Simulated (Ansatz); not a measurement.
**CaO (Fm-3m): phonons**

Level of theory: r²SCAN, PAW on Ansatz 0.2.0's default frozen-core files (fitted under PBE), scalar-relativistic.

The cell comes from a PAW relaxation under the same functional.

Command line:

```sh
ansatz run input.yaml --threads 2 --pin off --max-ram 5120MiB --backend cpu --events-out ev --progress --plain --runs-dir out
```

Input:

```yaml
crystal:
  lattice:
    - [0.0, 2.39744023981, 2.39744023981]
    - [2.39744023981, 0.0, 2.39744023981]
    - [2.39744023981, 2.39744023981, 0.0]
  atoms:
    - { symbol: Ca, position: [0.0, 0.0, 0.0] }
    - { symbol: O, position: [0.5, 0.5, 0.5] }
kpoints:
  mp_grid: { grid: [8, 8, 8] }
scf:
  occupations: { method: fixed }
hamiltonian:
  xc: r2scan
  pseudopotentials: { kind: paw }
phonons:
  qmesh: [2, 2, 2]
  qpath:
    path:
      - [0.0, 0.0, 0.0]
      - [0.5, 0.0, 0.5]
      - [0.625, 0.25, 0.625]
      - [0.375, 0.375, 0.75]
      - [0.0, 0.0, 0.0]
      - [0.5, 0.5, 0.5]
      - [0.5, 0.25, 0.75]
      - [0.5, 0.0, 0.5]
    npoints: 6
  temperatures: { t_min: 0, t_max: 1000, t_step: 100 }
```

Output:

```
Warning: RAYON_NUM_THREADS=2 ignored (pool sized by the plan → 2); use --threads N
Engine: ansatz 0.2.0, aarch64-unknown-linux-gnu
Pseudopotentials: kind: paw
Pseudopotential: Ca, paw, valence charge 10, recommended cutoff 500 eV (meta_gga), Ca.paw.azcp
Pseudopotential: O, paw, valence charge 6, recommended cutoff 500 eV (meta_gga), O.paw.azcp
Functional definition: r2SCAN
  parameter k0 = 0.174
  parameter k1 = 0.065
  parameter a1 = 4.9479
  exchange = r2scan_x(k0 = k0, k1 = k1, a1 = a1)
  correlation = r2scan_c
Crystal: 4 atoms, lattice volume = 55.119 Å³
Basis set: ecut = 500 eV, 1417 PW (Γ), FFT grids on a1, a2, −a1+a2+a3, exchange–correlation on 200×200×288 points (512 copies of the dense FFT grid, shifted against one another)
Bands: 20, of which v1, the nominal top of the filled ones, is band 16 counted from 1 (15 counted from 0)
Symmetry: 32 space group operations
k-points: 39 of 256
Non-local potential: Ca, projectors of the file, l = 0: 3, l = 1: 2, l = 2: 2
Non-local potential: O, projectors of the file, l = 0: 2, l = 1: 2, l = 2: 1
PAW form: soft (Blöchl's): semilocal exchange-correlation on the pseudo side does not see the compensation charge
PAW frozen core: Ca, regenerated for the run's functional (the file was generated under x = pbe(κ = 0.804, μ = 0.2195149727645171), c = pbe(β = 0.06672455060314922))
PAW frozen core: O, regenerated for the run's functional (the file was generated under x = pbe(κ = 0.804, μ = 0.2195149727645171), c = pbe(β = 0.06672455060314922))
PAW one-centre angular grid: Ca, 302 points (default); XC on 160 Gauss nodes
PAW one-centre angular grid: O, 302 points (default); XC on 160 Gauss nodes
Initial density: handed on by an earlier stage of this run
Initial wavefunctions: those handed on with the density
Functional: x = r2scan, c = r2scan; τ floored in thin density (d = 2e-4 eV/Å³)
SCF iter   1: F=—  HF=-4788.188614 eV  |F-HF|=—  |Δ(HF+E_count)|=         —  Δρ=1.35e-7  dr2=6.12e-12  dr2_τ=1.12e-12  ethr=1.95e-12  ⟨swp⟩=3.0  Hψ=2803  notcnv=0
preconditioner: auto → none  [insulator: Δε(μ)=4.199 eV  Ē_g=18.141 eV  n_scr=14 (ndim 8)  ℏωp=26.5 eV  f_vac=0.000  ε∞_Penn≈3.1]
SCF iter   2: F=-4788.188614 eV  HF=-4788.188614 eV  |F-HF|=1.82e-12  |Δ(HF+E_count)|=  2.73e-12  Δρ=9.70e-8  dr2=1.84e-12  dr2_τ=5.45e-13  ethr=1.00e-12  ⟨swp⟩=3.1  Hψ=1872  notcnv=0
SCF 1 converged in 2 iterations: F = -4788.188614 eV  dr2 = 1.84e-12
  greatest PAW one-centre occupation: 0.995 electrons in one spin orbital (limit 2), on the Ca atom at site 2 (counted from 0), in its partial waves of l = 0
iter 1 solved again at ethr=1.00e-12 eV; its pass at ethr=3.10e-3 eV (dr2=1.93e-12 eV) is discarded
SCF iter   1: F=—  HF=-4788.188614 eV  |F-HF|=—  |Δ(HF+E_count)|=         —  Δρ=9.71e-8  dr2=1.84e-12  dr2_τ=5.45e-13  ethr=1.00e-12  ⟨swp⟩=1.0  Hψ=3115  notcnv=0
SCF iter   2: F=-4788.188614 eV  HF=-4788.188614 eV  |F-HF|=0.00e0  |Δ(HF+E_count)|=  1.82e-12  Δρ=3.49e-8  dr2=6.72e-13  dr2_τ=1.19e-13  ethr=1.00e-12  ⟨swp⟩=3.0  Hψ=1931  notcnv=0
SCF 2 converged in 2 iterations: F = -4788.188614 eV  dr2 = 6.72e-13
Crystal: 2 atoms, lattice volume = 27.560 Å³
[... 83 lines left out ...]
Internal energy: -4788.188614 eV  (E = F + TS)
E sigma→0 (E₀):  -4788.188614 eV
Fermi energy:    7.430532 eV
--- Per-component energies (eV) ---
  E_band       = -225.800262
  E_kinetic    = 914.426532
  E_local      = -1774.591189  (includes V_loc(G=0)·N_el)
  E_nonlocal   = 220.870205
  E_hartree    = 588.949853
  E_xc         = -424.776899
  E_vxc        = -605.673170  (∫ρ·V_xc dr)
  E_paw        = -2047.275990  (= ΣΔE_a)
  E_vpaw       = -196.011596  (= ΣTr[D̂ρ^β])
  E_aug_tail   = 0.002021  (compensation charges beyond the density's cutoff)
  E_vtau       = 37.277213  (kinetic-family band-sum trace: ∫τ·v_τ [+ j·A + Jᵃ·Aᵃ] dr)
  E_ewald      = -2265.287933
  E_core_change = -0.505212  (= ΣΔE_core)
  E_smearing   = -0.000000  (= −TS)
  E_closure    = 0.000000  (closes the sum)
  Σ components = -4788.188614   (vs F -4788.188614, Δ=0.00e0)
--- Forces (eV/Å), atoms counted from 1 ---
  atom   1  Ca     0.00000000     0.00000000     0.00000000
  atom   2  O     -0.00000000     0.00000000     0.00000000
  atom   3  Ca     0.00000000     0.00000000    -0.00000000
  atom   4  O     -0.00000000     0.00000000     0.00000000
  max |Σ_I F_I| component: 1.34e-29 eV/Å
--- Phonons: 6 displaced members + 2 references (amplitude of the first 0.0025 Å, Σ member SCF iterations 42) ---
  ASR residual: 3.400e-4 → 0.000e0 eV/Å²; symmetrization residual: 2.439e-4 eV/Å²
  largest component of a force at the reference: 7.1e-30 eV/Å
  ASR residual per site (eV/Å²): 3.40e-4 3.09e-4
  Γ frequencies (cm⁻¹): 0.00 0.00 0.00 283.68 283.68 283.68
  Unit cell's response to a homogeneous field, on a k mesh of 8×8×8: 1 representative field direction (Σ response iterations 7)
  ε∞ (high-frequency dielectric tensor):
        3.521840     0.000000     0.000000
        0.000000     3.521840    -0.000000
       -0.000000     0.000000     3.521840
  ε⁰ (static dielectric tensor): not given — the deck does not say what the cell's rigid motions are, and on a molecule in a box or a wire the rigid rotations would enter the sum over the modes at Γ. For a crystal or a slab, ...
  Born effective charges Z* (e; rows j = field, columns β = displacement):
    site 0:
         2.32712    0.00000   -0.00000
        -0.00000    2.32712    0.00000
         0.00000   -0.00000    2.32712
    site 1:
        -2.32712   -0.00000    0.00000
         0.00000   -2.32712   -0.00000
         0.00000    0.00000   -2.32712
  Z* charge neutrality: 1.054e-5 e pre-enforcement
  k-mesh period / interband length: 27.1 Å / 1.27 Å = 21.30 at k = (0.0000, 0.0000, 0.0000), direct gap 5.497 eV — 14 or more, which is no proof of convergence
  optical modes at Γ without the LO–TO term, one row a degenerate level:
      ω (cm⁻¹)  modes    IR ((D/Å)²/amu)
        283.68      3            32.7799
  optical modes at Γ + LO–TO along q̂ = [1.0000, 0.0000, 0.0000]:
      ω (cm⁻¹)  modes    IR ((D/Å)²/amu)
        283.68      2            21.8533
        566.20      1            10.9266
  optical modes at Γ + LO–TO along q̂ = [0.0000, 1.0000, 0.0000]:
      ω (cm⁻¹)  modes    IR ((D/Å)²/amu)
        283.68      2            21.8533
        566.20      1            10.9266
  optical modes at Γ + LO–TO along q̂ = [0.0000, 0.0000, 1.0000]:
      ω (cm⁻¹)  modes    IR ((D/Å)²/amu)
        283.68      2            21.8533
        566.20      1            10.9266
--- Phonons (by wavevector): 3 wavevectors in 2 supercells ---
  supercell 1 (2 cells, vectors [1, 0, 0], [0, 1, -1], [0, 0, 2] in multiples of the cell's): 2 displaced members by 0.0025 Å; free energy -4788.188614 eV; taken off its force constants: by the sum rule 3.4e-4, by the ...
  symmetry images taken by strict's conditions (phonons.symmetry_images: auto; settled by no image being taken that strict refuses)
  supercell 2 (2 cells, vectors [1, 0, 0], [0, 1, 0], [0, 0, 2] in multiples of the cell's): 4 displaced members by 0.0025 Å; free energy -4788.188614 eV; taken off its force constants: by the sum rule 2.1e-4, by the ...
  symmetry images taken by strict's conditions (phonons.symmetry_images: auto; settled by no image being taken that strict refuses)
  q = [0.0000, 0.0000, 0.0000] (star 1, supercell 1; hermiticity 0.00e0, symmetrization 1.90e-6): -0.00 -0.00 -0.00 283.68 283.68 283.68
  q = [0.0000, 0.0000, -0.5000] (star 4, supercell 2; hermiticity 1.23e-16, symmetrization 7.82e-16): 182.43 182.43 313.25 313.25 376.63 481.61
  q = [0.0000, -0.5000, -0.5000] (star 3, supercell 1; hermiticity 1.50e-16, symmetrization 4.06e-16): 203.79 203.79 299.57 308.49 308.49 397.80
  joined force constants: q→R imaginary residual 1.17e-17
  density of states and harmonic sums: on the 22×22×22 q-mesh, interpolated from the force constants of a 2×2×2 supercell (with the dipole–dipole term)
  largest difference from the sums on the solved wave vectors: F 4.15e-2 eV, S 7.42e-5 and C_V 3.19e-5 eV/K
```

The run converged.

Field response:

Linear response of an insulating crystal by Kohn-Sham DFT to a field and to zone-centre displacements, local fields included; Born charges neutralised; LO modes for wave vectors along x and z; Cartesian axes as in the input.

- Dielectric electronic (x, y, z): 3.522, 3.522, 3.522
- Highest phonon with field along x: 566.2 cm⁻¹
- Highest phonon with field along z: 566.2 cm⁻¹
- Highest phonon without field: 283.7 cm⁻¹

```csv
atom,born charge xx (e),born charge yy (e),born charge zz (e)
Ca1,2.327,2.327,2.327
O2,-2.327,-2.327,-2.327
```

### Harmonic thermodynamics

Harmonic phonons of a crystal by Kohn-Sham DFT at the given cell, standard atomic masses, acoustic sum rule imposed; negative wavenumbers are unstable modes; sums over wave vectors interpolated from the q mesh.

```json
{"Zero point energy": "54.71 meV/atom"}
```

```tsv
temperature (K)	phonon heat capacity (k_B/atom)	phonon entropy (k_B/atom)	phonon free energy (meV/atom)
100	0.9484	0.3897	53.84
200	2.082	1.452	45.94
300	2.524	2.393	29.23
400	2.715	3.149	5.23
500	2.812	3.766	-24.64
600	2.867	4.284	-59.39
700	2.902	4.729	-98.27
800	2.924	5.118	-140.7
900	2.94	5.464	-186.4
1000	2.951	5.774	-234.8
```

Zone-centre phonons:

Optical zone-centre levels upwards with Mulliken labels, activity, and the element with most of the kinetic energy.

```
Point group : m-3m
```

```tsv
number	phonon wavenumber (cm⁻¹)	label	infrared	raman	lead element
1	283.7	T1u	yes	no	O
```

Limits of these numbers: frozen-core PAW files fitted under PBE, their cores solved anew for the functional of the run; coarse q mesh; no LO-TO term at the zone centre.

Time and hardware: 88 s on 2 threads of Arm Neoverse V2 (shared host), peak memory 1.3 GiB.
